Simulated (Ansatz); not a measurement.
Relaxed-ion elastic tensor of Bi (simple cubic, Pm-3m) in GPa (Voigt order), the program Ansatz at the r²SCAN level (PAW); density 10.10 g/cm³, 34.34 Å³ per atom.

```
 129  12.8  12.8   0.0   0.0   0.0
12.8   129  12.8   0.0   0.0   0.0
12.8  12.8   129   0.0   0.0   0.0
 0.0   0.0   0.0   8.3   0.0   0.0
 0.0   0.0   0.0   0.0   8.3   0.0
 0.0   0.0   0.0   0.0   0.0   8.3
```

Is the crystal mechanically stable?

Yes: the smallest eigenvalue of C is 8.3 GPa.

Work out the Voigt, Reuss and Hill averages.

K_V = 51.5, K_R = 51.5, K_H = 51.5; G_V = 28.2, G_R = 12.7, G_H = 20.5 GPa.

Give Young's modulus, Poisson's ratio, Pugh's ratio and the universal anisotropy index.

E = 9KG/(3K + G) = 54.2 GPa; ν = 0.32; K/G = 2.52 (ductile by the Pugh limit of 1.75); A_U = 5G_V/G_R + K_V/K_R − 6 = 6.12.

Estimate the sound speeds and the Debye temperature.

v_l = √((K + 4G/3)/ρ) = 2790 m/s, v_t = √(G/ρ) = 1420 m/s, mean 1590 m/s; Θ = (h/k)(3n/4πV)^(1/3) v_m = 146 K.

Give the Zener ratio and Young's modulus along [100], [110] and [111].

A = 2C44/(C11 − C12) = 0.14; 1/E = S11 − 2(S11 − S12 − S44/2)Γ with Γ = 0, 1/4, 1/3 gives 127, 29.8, 23.8 GPa.

Solve the Christoffel equation for the three sound speeds along [100], [110], [111].

Eigenvalues of C_ijkl n_j n_l equal ρv². In km/s, slowest first: [100] 0.91, 0.91, 3.57; [110] 0.91, 2.40, 2.80; [111] 2.03, 2.03, 2.49.

The start of the workflow was typed in or built on a structure type; neither database checked (COD, Materials Project) lists it. It is not the phase usual at ambient conditions (space group No. 166). Symmetry was held in the r²SCAN relaxation; its stability against distortions is not shown here. As this level gives no gap, shear constants depend on the k-mesh and smearing (Fermi–Dirac, 0.1 eV here). Scalar-relativistic: spin–orbit coupling is off unless named, which matters more the heavier the elements.

Potentials: the earlier of the program's two PAW sets.
